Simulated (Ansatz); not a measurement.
SiMo$_{2}$N:
```
CELL_PARAMETERS angstrom
      2.98931     0.00000     0.00000
     -1.49465     2.58881     0.00000
      0.00000     0.00000    12.94101
ATOMIC_POSITIONS crystal
  Si 0.33333 0.66667 0.75000
  Si 0.66667 0.33333 0.25000
  Mo 0.33333 0.66667 0.09944
  Mo 0.66667 0.33333 0.59944
  Mo 0.66667 0.33333 0.90056
  Mo 0.33333 0.66667 0.40056
  N  0.00000 0.00000 0.00000
  N  0.00000 0.00000 0.50000
```

Relaxed with PBE. Special points in fractions of this cell's reciprocal vectors: Γ (0.000, 0.000, 0.000); M (0.500, 0.000, 0.000); K (0.333, 0.333, 0.000); A (0.000, 0.000, 0.500); L (0.500, 0.000, 0.500); H (0.333, 0.333, 0.500).

Task: List the band energies nearest the Fermi level at these points for DFT-PBE in the program Ansatz with PAW potentials.

Result: In eV from the Fermi level; about four levels below and three above (degenerate sets whole), none deeper than 8.9 eV; points with the same levels are listed once.

```json
[
 {"k": "Γ", "below": "-0.55 -0.55 -0.23 -0.23 -0.13", "above": "0.03 0.03 0.18"},
 {"k": "M", "below": "-3.10 -1.14 -0.85 -0.85", "above": "0.07 0.18 0.60"},
 {"k": "K", "below": "-2.59 -1.96 -0.55 -0.55", "above": "0.43 0.43 0.72 0.72"},
 {"k": "A", "below": "-0.41 -0.41 -0.41 -0.41", "above": "0.03 0.03 0.13 0.13 0.13 0.13"},
 {"k": "L", "below": "-1.01 -1.01 -0.51 -0.51", "above": "0.49 0.49 1.31 1.31"},
 {"k": "H", "below": "-2.30 -2.30 -0.57 -0.57", "above": "0.53 0.53 0.61 0.61"}
]
```

Space group P6_3/mmc. The start of the workflow was typed in or built on a structure type; neither database checked (COD, Materials Project) lists it. Whether it is the stable phase at ambient conditions was not checked. The cell was relaxed with PBE under the symmetry of its start; its stability against distortions is not shown here. The workflow began spin-polarised and lost its moments. Spin–orbit coupling is left out wherever it is not named.

Potentials: the earlier of the program's two PAW sets.
